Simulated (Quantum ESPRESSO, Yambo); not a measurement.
**Quasiparticle gap of CsH**

```
CELL_PARAMETERS angstrom
      0.00000     3.19125     3.19125
      3.19125     0.00000     3.19125
      3.19125     3.19125     0.00000
ATOMIC_POSITIONS crystal
  H  0.50000 0.50000 0.50000
  Cs 0.00000 0.00000 0.00000
```

The geometry is that of Materials Project entry mp-1057286, symmetrised and not relaxed again.

Starting point: LDA (Quantum ESPRESSO, PseudoDojo norm-conserving, 74 Ry, without SOC). G0W0 in Yambo: 4×4×4 Γ-centred k mesh, 141 bands and a 10 Ry block in the screening, 141 bands in G with the Bruneval-Gonze terminator, plasmon pole fitted at 27.2 eV.

```json
{
  "LDA gap along the band path": "1.96 eV",
  "LDA gap between the mesh's edge points (L → L)": "1.96 eV",
  "G0W0 gap between the same points": "4.23 eV"
}
```

```tsv
k point	band	E LDA (eV)	E QP (eV)	shift (eV)	Z
Γ	VB	-1.85	-3.40	-1.54	0.79
Γ	CB	5.02	5.96	0.94	0.83
L	VB	0.00	-1.58	-1.58	0.79
L	CB	1.96	2.66	0.69	0.85
X	VB	-1.19	-2.78	-1.59	0.79
X	CB	2.89	3.69	0.80	0.84
W	VB	-0.74	-2.32	-1.58	0.79
W	CB	3.91	4.67	0.76	0.84
```

Energies count from the LDA valence-band maximum.

Nearest settings tried, and what they do to the gap: 86 bands in W, 86 bands in G: -40 meV; 8 Ry block (181 vectors against 283): -34 meV. Not varied: mesh. So the settings aren't converged at that level.
